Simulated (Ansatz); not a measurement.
## Sb2Pt: gradients before and after relaxing the atoms

Start: a structure deposited in the COD (the entry's cell lengths or inner coordinates differ somewhat from later room-temperature determinations).

Space group Pa-3 (No. 205); a = 6.4400 Å.

| site | Wyckoff | site symmetry | x | y | z |
| --- | --- | --- | --- | --- | --- |
| Sb | 8c | .3. | 0.3750 | 0.3750 | 0.3750 |
| Pt | 4a | .-3. | 0.0000 | 0.0000 | 0.0000 |

One atom of each set is listed.

Computed with Ansatz: DFT, PBE, plane waves and PAW, scalar-relativistic, 420 eV cutoff, Γ-centred 5×5×5 k-points, Fermi–Dirac smearing 0.05 eV.

The largest force at the start is 0.094 eV/Å. Relaxing the ions at fixed cell moves them by 0.006 Å at most (atom 1, Sb) and 0.005 Å rms. End positions:

Sb (0.3745, 0.3745, 0.3745)
Pt (0.0000, 0.0000, 0.0000)

| site | moved (Å) | first shell before | first shell after | V_zz before (10²¹ V/m²) | η before |
| --- | --- | --- | --- | --- | --- |
| Sb | 0.006 | 3 Pt at 2.67 Å, 1 Sb at 2.79 Å | 3 Pt at 2.67 Å, 1 Sb at 2.80 Å | 6.33 | 0.00 |
| Pt | 0.000 | 6 Sb at 2.67 Å | 6 Sb at 2.67 Å | -6.99 | 0.00 |

(1) What are V_zz and η after the relaxation?

Results:

(1) 

```tsv
site	V_zz after	η after	change of V_zz
Sb	6.57	0.00	+0.24
Pt	-6.99	0.00	0.00
```

The largest change of V_zz is on Sb, from 6.33 to 6.57. In per cent, |V_zz| changes by +4 on Sb, 0 on Pt (all sites that start above 2).

At this cell the PBE pressure is 6 GPa, so with PBE the cell would grow if it were relaxed. With no gap above 0.1 eV, as in a metal, the gradients converge slowly in k; expect changes of a tenth or more on a denser mesh. Spin–orbit coupling is left out, which shifts gradients on Pt by a few per cent in wide-gap crystals, and can shift them far more where the calculated gap is small or absent, as here. With these PAW files V_zz is typically within 2 to 3 % of all-electron values, but misses above 10 % occur on Sb.
